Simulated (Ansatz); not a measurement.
**Al: moving Al off its site**

Al, P6_3/mmc, a = 2.836 Å, c = 9.322 Å. This isn't the element's structure at ambient conditions. Ansatz: PBEsol, PAW, 420 eV, Γ-centred 18×18×6 mesh on 4 atoms, Gaussian smearing 0.15 eV; no spin polarisation.

```
CELL_PARAMETERS angstrom
2.83628 0.00000 0.00000
-1.41814 2.45629 0.00000
0.00000 0.00000 9.32215
ATOMIC_POSITIONS crystal
Al 0.00000 0.00000 0.00000
Al 0.33333 0.66667 0.25000
Al 0.00000 0.00000 0.50000
Al 0.66667 0.33333 0.75000
```

Atom 1 (Al) moves by x along the unit vector (0.000, 0.000, 1.000), with its periodic images; all else is held. y is the free energy of the cell over the start, F the force along the path summed over the moved atoms. Symmetry makes y even in x.

| x (Å) | y (meV) | F (eV/Å) |
| --- | --- | --- |
| -0.600 | ? | ? |
| -0.200 | 103.0 | 1.05 |
| 0.000 | 0.0 | 0.00 |
| 0.100 | 25.4 | -0.51 |
| 0.300 | 239.1 | -1.69 |
| 0.400 | 443.9 | -2.43 |
| 0.500 | 731.3 | -3.34 |

Question: Fit y = c2 x² + c4 x⁴ to the energies of the other rows, give the force constant, and predict energy and force of the missing row.

Answer: Least squares on the rows shown. y = 2506.5 x² + 1674.6 x⁴. The force constant is 2 c2 = 5.01 eV/Å² (for all images moving together, not for a lone atom). The force −dy/dx at the missing row is 4.45 eV/Å (computed 4.42). At x = -0.600 the fit asked for gives 1119.4 meV. The run gave 1117.7 meV, so the fit is 1.7 meV too high, a small miss on the scale of the series.

Cost: 7 runs of about 3.2 core-minutes in all, on Intel Xeon Processor @ 2.50GHz (Skylake/Cascade Lake) (shared hosts).